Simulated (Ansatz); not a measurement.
## Structure relaxation, Cd(HO)2

The start is a relaxed Cd(HO)2 cell with every coordinate shifted by Gaussian noise of σ = 0.3 Å. A full variable-cell relaxation at zero pressure is run with r2SCAN (plane waves to 500 eV, PAW, scalar-relativistic; Ansatz, a program for electronic structure). First-step values are on the input's coarse k-mesh.

Ansatz input (later rounds restart from its end on a renewed k-mesh):
Ansatz 0.2 input:
```yaml
crystal:
  lattice:
    - [3.5174334504, 0, 0]
    - [-1.7587167252, 3.0461867241, 0]
    - [0, 0, 4.6569152473]
  atoms:
    - { symbol: Cd, position: [0.0256430788, 0.0146042527, -0.0574050086] }
    - { symbol: H, position: [0.7598609194, 0.3367285608, 0.5152903729] }
    - { symbol: H, position: [0.3476263652, 0.6941903138, 0.5152664973] }
    - { symbol: O, position: [0.6926816688, 0.3734668197, 0.7288905239] }
    - { symbol: O, position: [0.2982955429, 0.6041624456, 0.2930036434] }
basis: { ecutwfc: 500, ecutrho_ratio: 4, xc_grid: 4, fft_grid_basis: typed }
kpoints: { mp_grid: { grid: [8, 8, 5] } }
hamiltonian:
  xc: r2scan
  dispersion: none
  pseudopotentials: { kind: paw }
scf: { occupations: { method: fermi_dirac, width: 0.05 } }
relax: { f_tol: 0.01, max_steps: 100, cell: { stress_tol: 0.02 } }
output: { forces: true, stress: true }
```

```json
{
  "energy_released": "0.23 eV/atom",
  "relative_to_the_parent": "The parent structure is recovered, P-3m1 (No. 164)",
  "Shortest distances (start → end)": "The closest pairs of elements (up to four, under 3.6 Å), start → end: H–O 1.05 → 0.96 Å; H–H 1.80 → 2.10 Å; Cd–O 2.19 → 2.31 Å; Cd–H 2.68 → 2.90 Å",
  "band_gap_at_the_end": "2.30 eV, indirect (valence top at M, conduction bottom at Γ) (no spin-orbit coupling)",
  "optimiser_moves": "8"
}
```

Final values are on a 11×11×7 k-mesh of the relaxed cell. No spin polarisation in the result.

The cell that was disturbed is our relaxation of an entry of Materials Project.
